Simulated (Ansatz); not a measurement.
Ge:
```yaml
crystal:
  lattice:
    - [-3.38805, 3.38805, 3.38805]
    - [3.38805, -3.38805, 3.38805]
    - [3.38805, 3.38805, -3.38805]
  atoms:
    - { symbol: Ge, position: [0.00000, 0.25000, 0.50000] }
    - { symbol: Ge, position: [0.25000, 0.50000, 0.00000] }
    - { symbol: Ge, position: [0.50000, 0.00000, 0.25000] }
    - { symbol: Ge, position: [0.25000, 0.25000, 0.25000] }
```

Relaxed with r²SCAN. Special points in fractions of this cell's reciprocal vectors: Γ (0.000, 0.000, 0.000); H (0.500, -0.500, 0.500); N (0.000, 0.000, 0.500); P (0.250, 0.250, 0.250).

Problem. List the band energies nearest the Fermi level at these points for r²SCAN with spin–orbit coupling (plane waves, PAW; program Ansatz).

Solution. In eV from the Fermi level; about four levels below and three above (degenerate sets whole), none deeper than 8.9 eV; points with the same levels are listed once.

```csv
k,below,above
Γ,-0.68 -0.68 -0.68 -0.68,3.22 3.22 3.44 3.44
H,-3.20 -3.20 -1.15 -1.15,0.62 0.62 1.17 1.17
N,-0.37 -0.37 -0.12 -0.12,0.45 0.45 1.37 1.37
P,-0.94 -0.94 -0.94 -0.90,0.71 0.79 0.79 0.79
```

Space group I4_132. The start of the workflow was typed in or built on a structure type; neither database checked (COD, Materials Project) lists it. It is not the phase usual at ambient conditions (space group No. 227). The r²SCAN relaxation kept the symmetry of its start; whether a distortion lowers the energy is not shown. The volume moved by 42 % from the start of the relaxation.

Potentials: the later of the program's two PAW sets.
